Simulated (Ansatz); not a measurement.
ScSi (CsCl type, Pm-3m), a = 3.2821 Å, b = 3.2821 Å, c = 3.2821 Å, α = 90.00°, β = 90.00°, γ = 90.00°.

Relaxed with PBEsol.

**Question.** Decompose the optical modes at the zone centre into irreducible representations, and say which are infrared and Raman allowed.

**Answer.** Point group m-3m: Γ_opt = T1u. Infrared: T1u. Raman: none.

**Question.** Assign frequencies (DFPT, PBEsol (plane waves, PAW; program Ansatz)).

**Answer.** T1u 251 cm⁻¹.

A made-up cell: these elements were put on the sites of a structure type; neither database checked (COD, Materials Project) lists it. Its standing as an ambient phase is unchecked. The PBEsol relaxation kept the symmetry of its start. At this level the phase is mechanically unstable. The run is not spin-polarised. As this level gives no gap, phonon frequencies hold no LO–TO term and depend on the k-mesh and smearing (Fermi–Dirac, 0.1 eV here).

Potentials: the later of the program's two PAW sets.
